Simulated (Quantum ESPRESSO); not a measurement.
Kohn-Sham bands of Cu₃Sn (Fm-3m)

```xyz
4
Lattice="0.0000 3.0830 3.0830 3.0830 0.0000 3.0830 3.0830 3.0830 0.0000" Properties=species:S:1:pos:R:3 pbc="T T T"
Cu     3.0830     3.0830     3.0830
Cu    -1.5415    -1.5415    -1.5415
Cu     1.5415     1.5415     1.5415
Sn     0.0000     0.0000     0.0000
```

Structure: Materials Project mp-838, symmetrised, not relaxed again. Not found in the COD (Crystallography Open Database) copy used, which has the formula in other groups; not checked further. Method: LDA plane waves in Quantum ESPRESSO 7.5 (PseudoDojo norm-conserving files, 74 Ry, no spin polarisation, no spin-orbit coupling), Bloch states on a 6×6×6 mesh through Γ, Wannier90 4.0.1. Density: 12×12×12 mesh, cold smearing 0.01 Ry. Spin-orbit coupling is left out although heavy elements are present.

Problem. List the Kohn-Sham levels between −8 and 3.0 eV relative to the Fermi level at the high-symmetry points, as a band run of pw.x on that density gives them (levels within 2 meV counted together).

Solution. 
| point | k (reciprocal lattice) | levels (eV) |
|---|---|---|
| Γ | 0.000 0.000 0.000 | -4.59 (×3), -4.26 (×2), -3.59 (×3), -2.81 (×3), -2.76 (×2), -2.54 (×2), 1.14, 2.19 (×3) |
| X | 0.500 0.000 0.500 | -6.72, -4.80, -4.54, -3.81, -3.79 (×2), -3.71 (×2), -3.10, -2.93, -2.86 (×2), -2.78, -2.75, -2.52, -2.49, -2.45 (×2), 0.33, 1.11 |
| U | 0.625 0.250 0.625 | -6.26, -5.75, -4.54, -4.11, -3.90, -3.71, -3.59, -3.57, -3.38, -3.36, -3.22, -2.78, -2.73, -2.57, -2.49, -2.46, -2.32, -1.56, 0.79 |
| K | 0.375 0.375 0.750 | -6.26, -5.75, -4.54, -4.11, -3.90, -3.71, -3.59, -3.57, -3.38, -3.36, -3.22, -2.78, -2.73, -2.57, -2.49, -2.46, -2.32, -1.56, 0.79 |
| L | 0.500 0.500 0.500 | -7.28, -4.52 (×2), -3.97, -3.87 (×2), -3.66 (×2), -3.36 (×2), -3.32, -2.68 (×2), -2.55 (×2), -2.40, 1.14, 1.25 (×2), 2.27 (×2) |
| W | 0.500 0.250 0.750 | -5.83 (×2), -5.08, -4.06, -3.78 (×2), -3.74, -3.54 (×2), -3.22, -3.20, -2.65 (×2), -2.62, -2.54, -2.41 (×2), -2.40 |
